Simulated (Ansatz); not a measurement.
# BiIr: all-electron results

```
CELL_PARAMETERS angstrom
0.00000 3.06712 3.06712
3.06712 0.00000 3.06712
3.06712 3.06712 0.00000
ATOMIC_POSITIONS crystal
Ir 0.00000 0.00000 0.00000
Bi 0.25000 0.25000 0.25000
```

Atom numbers follow the list: Ir1, Bi2.

Conventional cell: a = 6.134 Å, b = 6.134 Å, c = 6.134 Å, α = 90.00°, β = 90.00°, γ = 90.00°. Around Ir (atom 1) lie 4 Bi at 2.66 Å. Bi (atom 2) is surrounded by 4 Ir at 2.66 Å.

The cell was built from the zincblende type and relaxed in the same program, and has space group F-43m; it needn't be a known or the stable phase.

No spin–orbit coupling, which matters for the heavy atoms here.

All numbers are computed: DFT, PBE, all-electron LAPW, scalar-relativistic (Ansatz 0.2.0); DFT, PBE, PAW with Ansatz's default frozen-core files, scalar-relativistic (Ansatz 0.2.0).

For LAPW: a Γ-centred 11×11×11 k mesh, Fermi–Dirac smearing of 0.03 eV, basis error target 1 meV/atom, no spin polarisation. PAW takes a cutoff of 420 eV at this cell. The Ansatz runs share mesh, smearing and spin set-up. Values come from LAPW unless marked.

* Volume per atom: 28.85 Å³
* Pressure at this cell: 0.02 GPa

(1) Give the computed value. Band gap.

(2) Predict this quantity. Löwdin charges (with 0.18 e of the cell spilling out of the atomic basis, so their sizes and signs hang on that basis).

(3) Predict this quantity. Bader charges (from the PAW run).

(4) Predict this quantity. Density of states at the Fermi level (0.2 eV bin).

## Answers

(1) none: bands cross the Fermi level, a metal.

(2) Ir1 -0.02, Bi2 0.20 e.

(3) Ir1 -0.65, Bi2 +0.65 e.

(4) 1.37 states/eV per cell.
